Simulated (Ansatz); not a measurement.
Relaxation of a randomly generated symmetric cell of Sr (space group No. 191); 1 atom in the cell, which starts as P6/mmm (No. 191), hP1; a = 3.1479 Å, b = 3.1479 Å, c = 7.6542 Å, α = 90.00°, β = 90.00°, γ = 120.00°. All values below come from r2SCAN (plane waves to 500 eV, PAW, scalar-relativistic; Ansatz, a first-principles code). Γ-centred k-mesh 12×12×5 on the run's cell (coarser than for final values), Fermi–Dirac smearing 0.05 eV. This is the first round of the run. 

The optimiser's lines from the output (shortened; P is positive under compression):

```
relax step   1: F+E_penalty+E_count = -3552.72758609 eV  Δ(F+E_penalty+E_count) = +0.000e0 eV  max|allowed force component| = 0.000e0 eV/Å  Δτ_max = 0.0000 Å  P = +7.909 GPa  Ω = 65.687 Å³  (10 SCF iters, dr2 threshold 1.00e-7 eV, accepted)
relax step   2: F+E_penalty+E_count = -3553.21073117 eV  Δ(F+E_penalty+E_count) = -4.831e-1 eV  max|allowed force component| = 0.000e0 eV/Å  Δτ_max = 0.0000 Å  P = +7.132 GPa  Ω = 71.962 Å³  (8 SCF iters, dr2 threshold 1.00e-7 eV, accepted)
relax step   3: F+E_penalty+E_count = -3553.62497615 eV  Δ(F+E_penalty+E_count) = -4.142e-1 eV  max|allowed force component| = 0.000e0 eV/Å  Δτ_max = 0.0000 Å  P = +5.167 GPa  Ω = 78.383 Å³  (7 SCF iters, dr2 threshold 1.00e-7 eV, accepted)
relax step   4: F+E_penalty+E_count = -3553.93176474 eV  Δ(F+E_penalty+E_count) = -3.068e-1 eV  max|allowed force component| = 0.000e0 eV/Å  Δτ_max = 0.0000 Å  P = +3.518 GPa  Ω = 84.880 Å³  (7 SCF iters, dr2 threshold 1.00e-7 eV, accepted)
relax step   5: F+E_penalty+E_count = -3554.15426818 eV  Δ(F+E_penalty+E_count) = -2.225e-1 eV  max|allowed force component| = 0.000e0 eV/Å  Δτ_max = 0.0000 Å  P = +2.392 GPa  Ω = 91.257 Å³  (6 SCF iters, dr2 threshold 1.00e-7 eV, accepted)
relax step   6: F+E_penalty+E_count = -3554.30824916 eV  Δ(F+E_penalty+E_count) = -1.540e-1 eV  max|allowed force component| = 0.000e0 eV/Å  Δτ_max = 0.0000 Å  P = +1.385 GPa  Ω = 97.435 Å³  (6 SCF iters, dr2 threshold 1.00e-7 eV, accepted)
relax step   7: F+E_penalty+E_count = -3554.40155304 eV  Δ(F+E_penalty+E_count) = -9.330e-2 eV  max|allowed force component| = 0.000e0 eV/Å  Δτ_max = 0.0000 Å  P = +0.542 GPa  Ω = 102.584 Å³  (7 SCF iters, dr2 threshold 1.00e-7 eV, accepted)
relax step   8: F+E_penalty+E_count = -3554.45515483 eV  Δ(F+E_penalty+E_count) = -5.360e-2 eV  max|allowed force component| = 0.000e0 eV/Å  Δτ_max = 0.0000 Å  P = -0.127 GPa  Ω = 104.472 Å³  (6 SCF iters, dr2 threshold 1.00e-7 eV, accepted)
relax step   9: F+E_penalty+E_count = -3554.48664135 eV  Δ(F+E_penalty+E_count) = -3.149e-2 eV  max|allowed force component| = 0.000e0 eV/Å  Δτ_max = 0.0000 Å  P = -0.306 GPa  Ω = 99.901 Å³  (8 SCF iters, dr2 threshold 1.00e-7 eV, accepted)
relax step  10: F+E_penalty+E_count = -3554.52419060 eV  Δ(F+E_penalty+E_count) = -3.755e-2 eV  max|allowed force component| = 0.000e0 eV/Å  Δτ_max = 0.0000 Å  P = -0.459 GPa  Ω = 94.726 Å³  (6 SCF iters, dr2 threshold 1.00e-7 eV, accepted)
relax step  11: F+E_penalty+E_count = -3554.57203877 eV  Δ(F+E_penalty+E_count) = -4.785e-2 eV  max|allowed force component| = 0.000e0 eV/Å  Δτ_max = 0.0000 Å  P = -0.604 GPa  Ω = 88.892 Å³  (6 SCF iters, dr2 threshold 1.00e-7 eV, accepted)
relax step  12: F+E_penalty+E_count = -3554.63343501 eV  Δ(F+E_penalty+E_count) = -6.140e-2 eV  max|allowed force component| = 0.000e0 eV/Å  Δτ_max = 0.0000 Å  P = -0.750 GPa  Ω = 82.763 Å³  (6 SCF iters, dr2 threshold 1.00e-7 eV, accepted)
relax step  13: F+E_penalty+E_count = -3554.70728378 eV  Δ(F+E_penalty+E_count) = -7.385e-2 eV  max|allowed force component| = 0.000e0 eV/Å  Δτ_max = 0.0000 Å  P = -0.846 GPa  Ω = 76.622 Å³  (6 SCF iters, dr2 threshold 1.00e-7 eV, accepted)
relax step  14: F+E_penalty+E_count = -3554.79011048 eV  Δ(F+E_penalty+E_count) = -8.283e-2 eV  max|allowed force component| = 0.000e0 eV/Å  Δτ_max = 0.0000 Å  P = -0.906 GPa  Ω = 70.569 Å³  (6 SCF iters, dr2 threshold 1.00e-7 eV, accepted)
relax step  15: F+E_penalty+E_count = -3554.87068975 eV  Δ(F+E_penalty+E_count) = -8.058e-2 eV  max|allowed force component| = 0.000e0 eV/Å  Δτ_max = 0.0000 Å  P = -0.900 GPa  Ω = 64.569 Å³  (7 SCF iters, dr2 threshold 1.00e-7 eV, accepted)
relax step  16: F+E_penalty+E_count = -3554.91762119 eV  Δ(F+E_penalty+E_count) = -4.693e-2 eV  max|allowed force component| = 0.000e0 eV/Å  Δτ_max = 0.0000 Å  P = -0.529 GPa  Ω = 58.375 Å³  (6 SCF iters, dr2 threshold 1.00e-7 eV, accepted)
relax step  17: F+E_penalty+E_count = -3554.92575219 eV  Δ(F+E_penalty+E_count) = -8.131e-3 eV  max|allowed force component| = 0.000e0 eV/Å  Δτ_max = 0.0000 Å  P = -0.032 GPa  Ω = 55.394 Å³  (5 SCF iters, dr2 threshold 1.00e-7 eV, accepted)
relax step  18: F+E_penalty+E_count = -3554.92577178 eV  Δ(F+E_penalty+E_count) = -1.959e-5 eV  max|allowed force component| = 0.000e0 eV/Å  Δτ_max = 0.0000 Å  P = +0.029 GPa  Ω = 54.988 Å³  (4 SCF iters, dr2 threshold 3.55e-8 eV, accepted)
relax step  19: F+E_penalty+E_count = -3554.92581072 eV  Δ(F+E_penalty+E_count) = -3.895e-5 eV  max|allowed force component| = 0.000e0 eV/Å  Δτ_max = 0.0000 Å  P = -0.001 GPa  Ω = 55.178 Å³  (4 SCF iters, dr2 threshold 2.70e-8 eV, accepted)
relax step  20: F+E_penalty+E_count = -3554.92717475 eV  Δ(F+E_penalty+E_count) = -1.364e-3 eV  max|allowed force component| = 0.000e0 eV/Å  Δτ_max = 0.0000 Å  P = +0.026 GPa  Ω = 55.178 Å³  stress off target by 4.16e-2 GPa  SCF on the basis re-selected at this cell (its energy is not comparable with the rows above)  (7 SCF iters)
relax step  21: F+E_penalty+E_count = -3554.92718597 eV  Δ(F+E_penalty+E_count) = -1.122e-5 eV  max|allowed force component| = 0.000e0 eV/Å  Δτ_max = 0.0000 Å  P = -0.000 GPa  Ω = 55.332 Å³  (4 SCF iters, dr2 threshold 4.34e-9 eV, accepted)
relax step  22: F+E_penalty+E_count = -3554.92719081 eV  Δ(F+E_penalty+E_count) = -4.841e-6 eV  max|allowed force component| = 0.000e0 eV/Å  Δτ_max = 0.0000 Å  P = -0.000 GPa  Ω = 55.332 Å³  stress off target by 1.32e-3 GPa  SCF on the basis re-selected at this cell (its energy is not comparable with the rows above)  (5 SCF iters)
```

From the first to the last row the energy changes by -2.20 eV/atom and the volume by -15.8 %. The last row is marked as not comparable with the walk above it, whose basis was carried along; it does compare with step 1, since both stand on a basis selected at the nominal cutoff for their own cell.

Later rounds, restarted from the end of this one on a renewed k-mesh, logged 8 more steps. The final structure after all rounds: P6/mmm (No. 191), hP1, AFLOW prototype A_hP1_191_a (A_f, as in Sn); a = 4.1102 Å, b = 4.1102 Å, c = 3.7847 Å, α = 90.00°, β = 90.00°, γ = 120.00°. Between re-selections the logged energies stand on a plane-wave basis carried along with the cell. No spin polarisation in the result.

The run could not lose the symmetry of its start, so the end can be a saddle point.

The relaxed structure here is a generated cell of Sr: the first start was made by a random draw of sites in a space group, and the end was not matched to a known phase here, so it may be hypothetical. Known forms of Sr include space group No. 225.
